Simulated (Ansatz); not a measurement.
Input:

AlRu (CsCl type, Pm-3m), a = b = c = 2.982 Å, α = β = γ = 90.00°.

This is the r²SCAN-relaxed structure.

Task: All from DFT-r²SCAN in the program Ansatz with PAW potentials, unless another level is named. Predict the formation energy from the elements (no fitted shifts).

Result: -0.71 eV/atom.

Task: Next, the density of states at the Fermi level?

Result: 0.78 states/eV per atom (mean over ±0.08 eV).

Task: Give the gap with spin–orbit coupling.

Result: none (metallic).

The cell was relaxed with r²SCAN under the symmetry of its start. The run is not spin-polarised. The references are the lowest solids computed at this level, not always the standard phases. Scalar-relativistic: spin–orbit coupling is off unless named, which matters more the heavier the elements.

Potentials: the later of the program's two PAW sets.
